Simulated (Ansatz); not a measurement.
Space group Pm-3m (No. 221). a = 2.852 Å, b = 2.852 Å, c = 2.852 Å, α = 90.00°, β = 90.00°, γ = 90.00°
```tsv
atom	site	symmetry	x	y	z
Al	1a	m-3m	0.0000	0.0000	0.0000
Co	1b	m-3m	0.5000	0.5000	0.5000
```

Equation of state of this AlCo structure (not necessarily the ground state), with shape and atoms relaxed at each volume where symmetry leaves them free. It has no gap at any of these volumes. These are results of DFT PBE, scalar-relativistic, plane waves, PAW (Ansatz 0.2.0), not measurements.

Plane waves to 420 eV, a k mesh through Γ of 20×20×20 on the computed 2-atom cell and Gaussian smearing (0.10 eV); collinear spin from starting moments 0.0 0.2 μB.

| V (Å³/atom) | E − E(largest V) (meV/atom) | P (GPa) |
| --- | --- | --- |
| 10.209 | 60.76 | 30.02 |
| 10.557 | 6.09 | 20.60 |
| 10.905 | -29.69 | 12.60 |
| 11.253 | -49.39 | 5.77 |
| 11.601 | -55.39 | -0.05 |
| 11.949 | -49.67 | -5.02 |
| 12.297 | -33.97 | -9.26 |
| 12.761 | 0.00 | -13.95 |

Q: Fit a third-order Birch–Murnaghan equation, E = E0 + (9V0B0/16)·[(x − 1)³B0' + (x − 1)²(6 − 4x)] with x = (V0/V)^(2/3), to E(V).

A: V0 = 11.60 Å³/atom, B0 = 179 GPa, B0' = 4.3.

It was relaxed from a Materials Project cell.
